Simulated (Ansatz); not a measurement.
Values for one crystal, relaxed and computed with DFT-r²SCAN in the program Ansatz with PAW potentials; other levels are named.

| Quantity | Result |
|---|---|
| Volume per atom | 29.80 Å³ |
| Electronic character | metallic (no gap) |
| Zone-centre stability | no imaginary mode at Γ |
| Mechanical stability | stable (all eigenvalues of C positive) |
| Gap with spin–orbit coupling | none (metallic) |
| Formation energy from the elements (no fitted shifts) | -0.92 eV/atom |
| Density of states at the Fermi level | 0.10 states/eV per atom (mean over ±0.08 eV) |

Q: Which compound is it?
A) Y2Pt, Pnma (Y on 4c, Y on 4c, Pt on 4c)
B) ZnIr, P-6m2 (Zn on 1f, Ir on 1a)
C) Pb2Au, I4/mcm (Pb on 8h, Au on 4a)
D) LuBi, rock salt

A: D, LuBi, rock salt

Space group Fm-3m (rock salt). The first step of the workflow began from a Materials Project structure, measured or hypothetical; the Crystallography Open Database copy checked does not list it. With Lu and Bi taken as one species the cell has the higher symmetry Pm-3m, so it may be an ordered model of a mixed-site phase. Its standing as an ambient phase is unchecked. The cell was relaxed with r²SCAN under the symmetry of its start. The references are the lowest solids computed at this level, not always the standard phases. Scalar-relativistic: spin–orbit coupling is off unless named, which matters more the heavier the elements.

Potentials: the later of the program's two PAW sets.
